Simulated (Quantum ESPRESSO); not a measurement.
**Kohn-Sham bands of InSe (C2/m)**

```
InSe
1.0
    0.00000     4.10930     0.00000
   -1.72323     0.00000     4.77135
    5.82639    -2.05465     0.00000
In Se
2 2
Direct
  0.11180   0.95316   0.22360
  0.88820   0.04684   0.77640
  0.33907   0.33104   0.67814
  0.66093   0.66896   0.32186
```

Structure: Materials Project mp-21405, symmetrised, not relaxed again. Not found in the COD (Crystallography Open Database) copy used, which has the formula in other groups; not checked further. Computed values, not measurements, from PBEsol: Quantum ESPRESSO (norm-conserving PseudoDojo potentials, cutoff 69 Ry, spinors with spin-orbit coupling) on a Γ-centred 4×4×4 mesh, then Wannier90. Density: 8×6×8 mesh, cold smearing 0.01 Ry. The cell is built of weakly bound layers, chains or molecules, whose nearest atoms lie 3.55 Å apart. Database cells relaxed without dispersion often hold them too far apart, which can enlarge gaps and weakens couplings between them; spacing and stacking were not compared with the measured crystal.

The lattice is scaled uniformly by ε, fractional positions fixed (axis ratios and free coordinates are held, so this isn't the response to pressure); Kohn-Sham values from pw.x, the row at 1.5 % withheld:

```tsv
ε (%)	gap (eV)	width of the top valence group (eV)	direct gap at Γ (eV)
-3.0	1.214	6.706	3.985
-1.5	1.155	6.448	3.891
0.0	1.084	6.218	3.715
1.5	?	?	?
3.0	0.922	5.822	3.253
```

Fit y = y₀ + bε + cε² to the rows at -3.0, 0 and 3.0 %, check it on the fourth row, and predict the withheld one.


- gap (eV): b = (0.922 − 1.214)/6 = -0.0487, c = (0.922 + 1.214 − 2×1.084)/18 = -0.00178. Check at -1.5 %: 1.153 for 1.155. Prediction 1.007; the run gives 1.002.
- width of the top valence group (eV): b = (5.822 − 6.706)/6 = -0.1473, c = (5.822 + 6.706 − 2×6.218)/18 = 0.00511. Check at -1.5 %: 6.450 for 6.448. Prediction 6.009; the run gives 6.013.
- direct gap at Γ (eV): b = (3.253 − 3.985)/6 = -0.1220, c = (3.253 + 3.985 − 2×3.715)/18 = -0.01067. Check at -1.5 %: 3.874 for 3.891. Prediction 3.508; the run gives 3.488.
